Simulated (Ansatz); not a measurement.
GaP:
```
GaP
1.0
    0.00000     2.55898     2.55898
    2.55898     0.00000     2.55898
    2.55898     2.55898     0.00000
Ga P
1 1
Direct
  0.00000   0.00000   0.00000
  0.50000   0.50000   0.50000
```

This is the r²SCAN-relaxed structure.

Task: All from DFT-r²SCAN in the program Ansatz with PAW potentials, unless another level is named. Give the Young's modulus.

Result: 108 GPa.

Task: Predict the elastic constants (relaxed ions, GPa).

Result: C11 = 179, C12 = 58.4, C44 = 31.3.

Space group Fm-3m (rock salt). The start of the workflow was typed in or built on a structure type; neither database checked (COD, Materials Project) lists it. It is not the phase usual at ambient conditions (space group No. 216). Symmetry was held in the r²SCAN relaxation; whether a distortion lowers the energy is not shown. As this level gives no gap, shear constants depend on the k-mesh and smearing (Fermi–Dirac, 0.1 eV here). Scalar-relativistic: spin–orbit coupling is off unless named, which matters more the heavier the elements.

Potentials: the later of the program's two PAW sets.
